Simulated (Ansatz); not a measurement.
Starting cell, MoS2 (space group P6_3/mmc):

```
MoS2
1.0
    3.12771     0.00000     0.00000
   -1.56385     2.70867     0.00000
    0.00000     0.00000    12.19912
Mo S
2 4
Cartesian
  0.00000   0.00000   3.04978
  0.00000   0.00000   9.14934
  0.00000   1.80578   4.60075
  1.56385   0.90289   7.59837
  1.56385   0.90289  10.70030
  0.00000   1.80578   1.49881
```

The atoms are displaced by Q × the pattern below (from a DFPT mode at Γ, largest move 1; Q in Å), at fixed cell. It is one choice among 2 degenerate patterns.

```
atom      x       y      z
----  -----  ------  -----
Mo1   0.000  -1.000  0.000
Mo2   0.000   1.000  0.000
S3    0.000  -0.991  0.000
S4    0.000   0.991  0.000
S5    0.000   0.991  0.000
S6    0.000  -0.991  0.000
```

Computed with LDA (plane waves to 420 eV, PAW, scalar-relativistic; Ansatz, a program for electronic structure). k mesh 12×12×3 (Γ-centred), Fermi-Dirac smearing 0.05 eV. Energies are smeared free energies. MoS2 is run without spin polarisation. MoS2 was relaxed with its symmetry unable to fall. The zero of ΔE is the undisplaced structure.

| Q (Å) | ΔE (eV/cell) |
|---|---|
| -0.280 | 0.0421 |
| -0.187 | 0.0172 |
| -0.093 | 0.0038 |
| 0.000 | 0.0000 |
| 0.093 | 0.0025 |
| 0.187 | 0.0075 |
| 0.280 | 0.0112 |

Task: Which DFPT wavenumber at Γ belongs to this mode?
(A) 288 cm⁻¹
(B) 25 cm⁻¹
(C) 472 cm⁻¹
(D) 44 cm⁻¹

Result: B, 25 cm⁻¹. The curvature of the scan gives 25 cm⁻¹

(For displaced atoms, the force is minus the slope of the energy, and its curvature is a force constant, which sets phonon frequencies.)
